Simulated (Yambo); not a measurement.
BSE-type run in Yambo on AgI (zinc blende, space group F-43m, No. 216), at zero momentum.

Quantum ESPRESSO step (PBEsol, PseudoDojo standard norm-conserving files, fully relativistic):
```
&CONTROL
  calculation = 'nscf'
  pseudo_dir = './pseudo'
  outdir = './out'
/
&SYSTEM
  ibrav = 0
  nat = 2
  ntyp = 2
  ecutwfc = 82.0
  ecutrho = 328.0
  occupations = 'fixed'
  force_symmorphic = .true.
  nbnd = 82
  noncolin = .true.
  lspinorb = .true.
/
&ELECTRONS
  conv_thr = 2e-09
  diago_full_acc = .true.
  diago_thr_init = 1e-08
/
ATOMIC_SPECIES
Ag 107.8682 Ag.upf
I 126.9045 I.upf
CELL_PARAMETERS angstrom
  0.000000000000   3.222837525000   3.222837525000
  3.222837525000   0.000000000000   3.222837525000
  3.222837525000   3.222837525000   0.000000000000
ATOMIC_POSITIONS crystal
Ag   0.000000000000   0.000000000000   0.000000000000
I   0.250000000000   0.250000000000   0.250000000000
K_POINTS automatic
6 6 6 0 0 0
```

Yambo input:
```
rim_cut
optics
bse
bss
dipoles
em1s
RandQpts= 1000000
RandGvec= 1 Ry
FFTGvecs= 40 Ry
Chimod= "HARTREE"
BSKmod= "SEX"
BSEmod= "resonant"
BSSmod= "hs"
BSENGexx= 15 Ry
BSENGBlk= 4 Ry
% KfnQP_E
 1.112 | 1.0 | 1.0 |
%
% BSEQptR
 1 | 1 |
%
% BSEBands
 17 | 30 |
%
% BEnRange
 0.0 | 7.6 | eV
%
% BDmRange
 0.15 | 0.15 | eV
%
BEnSteps= 152
% BLongDir
 1.0 | 0.0 | 0.0 |
%
BSHayTrs= -0.02
BSSNEig= 48
WRbsWF
% BndsRnXs
 9 | 78 |
%
NGsBlkXs= 4 Ry
% LongDrXs
 1.0 | 1.0 | 1.0 |
%
```

From the report:

The dimension is k points × valence × conduction bands = 216 × 10 × 4 = 8640.
```
   [SLEPC] Approach                          : Krylov-Schur
   [SLEPC] Number of requested eigenvalues   :   48
   [SLEPC] Number of eigenvalues        [NEV]:   48
    [K] Dimension                                    :   8640
    [K] Bands                                        :  17  30
    [K] Exchange res                                 : yes
    [K] Correlation res                              : yes
    [K] W interaction is bare                        : no
    [K] RL vectors exchange                          :   531
    [K] RL vectors correlation                       :   65
    [W] Matrix size                                  :   65
    [W] Bands                                        :    9   78
    [W] Coulomb Cutoff                               : none
    [W] Hxc Kernel                                   : HARTREE
```

Geometry relaxed with PBEsol.
